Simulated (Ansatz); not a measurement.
Given:

BP:
```cif
data_B4P4
_chemical_formula_sum 'B4 P4'
_space_group_name_H-M_alt 'F-43m'
_space_group_IT_number 216
_space_group_name_Hall 'F -4 2 3'
_cell_length_a 4.49071
_cell_length_b 4.49071
_cell_length_c 4.49071
_cell_angle_alpha 90.000
_cell_angle_beta 90.000
_cell_angle_gamma 90.000
loop_
_atom_site_label
_atom_site_type_symbol
_atom_site_symmetry_multiplicity
_atom_site_Wyckoff_symbol
_atom_site_fract_x
_atom_site_fract_y
_atom_site_fract_z
_atom_site_occupancy
B1 B 4 a 0.00000 0.00000 0.00000 1
P1 P 4 c 0.25000 0.25000 0.25000 1
```
(The calculation used a cell of 2 atoms; values per cell refer to that cell.)

This is the LDA-relaxed structure.

Question: All from LDA (plane waves, PAW; program Ansatz), unless another level is named. Estimate the hole effective mass, band 2 of 3 at the edge.

Answer: 0.25 along [100], 0.25 along [110], 0.63 along [111] (mₑ).

Question: And the weight of the conduction-edge state by species (Voronoi cells)?

Answer: P 53 %, B 47 %.

The cell was relaxed with LDA under the symmetry of its start; phonons on a q-mesh show no instability.

Potentials: the earlier of the program's two PAW sets.

Edges and masses are those of Kohn–Sham bands, whose gap is no quasiparticle gap.
